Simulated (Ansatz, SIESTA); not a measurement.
This is a calculation of InSb3 for Ansatz 0.2.0. Atoms were shifted at random by some hundredths of an Å from the given cell, which wasn't relaxed again for these runs. The cell comes from a database or a generator and needn't be the stable form of this composition.

input.yaml

```yaml
crystal:
  lattice:
    - [0.0, 3.794555, 3.794555]
    - [3.794555, 0.0, 3.794555]
    - [3.794555, 3.794555, 0.0]
  atoms:
    - { symbol: Sb, position: [0.505479, 0.511318, 0.484807] }
    - { symbol: Sb, position: [0.751344, 0.750804, 0.731941] }
    - { symbol: Sb, position: [0.242819, 0.263156, 0.24665] }
    - { symbol: In, position: [-0.008564, -0.005178, 0.009168] }
kpoints:
  mp_grid: { grid: [6, 6, 6] }
scf:
  occupations: { method: fermi_dirac, width: 0.05 }
hamiltonian:
  xc: pbesol
  pseudopotentials: { kind: all_electron, lapw: { basis_error: 0.001 } }
output:
  forces: true
  stress: true
  eigenvalues: true
  populations: true
```

Potentials or basis: all-electron LAPW, scalar-relativistic.

Run with:

```console
$ ansatz run input.yaml --threads 2 --pin off --max-ram 8192MiB --backend cpu --events-out ev --progress --plain --runs-dir out
```

What does the same run look like in SIESTA 5.4.2? Potentials or basis there: files PseudoDojo sr-pbesol-0.4.1-standard, DZP (energy shift 0.003 Ry; two zetas on semicore shells).

As run (cutoffs and basis follow the program's own potentials, and thresholds, step limits or extra output files can differ):

Contents of InSb3.fdf:

```
SystemName                      InSb3
SystemLabel                     InSb3
NumberOfSpecies                 2
NumberOfAtoms                   4
%block ChemicalSpeciesLabel
  1  51 Sb
  2  49 In
%endblock ChemicalSpeciesLabel

LatticeConstant                 1.0 Ang
%block LatticeVectors
     0.0000000000     3.7945550000     3.7945550000
     3.7945550000     0.0000000000     3.7945550000
     3.7945550000     3.7945550000     0.0000000000
%endblock LatticeVectors
AtomicCoordinatesFormat         Fractional
%block AtomicCoordinatesAndAtomicSpecies
     0.5054790000     0.5113180000     0.4848070000  1  Sb
     0.7513440000     0.7508040000     0.7319410000  1  Sb
     0.2428190000     0.2631560000     0.2466500000  1  Sb
    -0.0085640000    -0.0051780000     0.0091680000  2  In
%endblock AtomicCoordinatesAndAtomicSpecies

%block kgrid.MonkhorstPack
    6   0   0  0.0
    0   6   0  0.0
    0   0   6  0.0
%endblock kgrid.MonkhorstPack
XC.Functional                   GGA
XC.Authors                      PBEsol
PAO.BasisSize                   DZP
PAO.EnergyShift                 0.003 Ry
Mesh.Cutoff                     500 Ry
OccupationFunction              FD
ElectronicTemperature           0.05 eV
MaxSCFIterations                120
SCF.MustConverge                false
SCF.Mixer.Method                Pulay
SCF.Mixer.Weight                0.25
SCF.Mixer.History               8
SCF.DM.Tolerance                5.0e-05
SCF.H.Tolerance                 1.0e-03 eV
WriteForces                     true
Charge.Mulliken                 end
%block PAO.Basis
  Sb 4
  n=5 0 2
    5.972 0.000
  n=5 1 2
    7.842 0.000
  n=4 2 2
    3.490 0.000
  n=5 2 1
    7.842
  In 4
  n=5 0 2
    6.955 0.000
  n=5 1 2
    9.500 0.000
  n=4 2 2
    4.114 0.000
  n=5 2 1
    9.500
%endblock PAO.Basis
```

Potentials or basis: PseudoDojo 0.4 standard (PBEsol files), converted to PSML, two zetas on semicore shells, DZP (energy shift 0.003 Ry; two zetas on semicore shells).

Launch:

```sh
$ siesta < InSb3.fdf > InSb3.out 2>&1
```

Both were run:

|  | Ansatz | SIESTA |
| --- | --- | --- |
| Pressure | -3.0 GPa | -1.6 GPa |

Where Ansatz's input types no cutoff or centring, it takes its own default and a Γ-centred mesh.

Pressure is positive in compression.
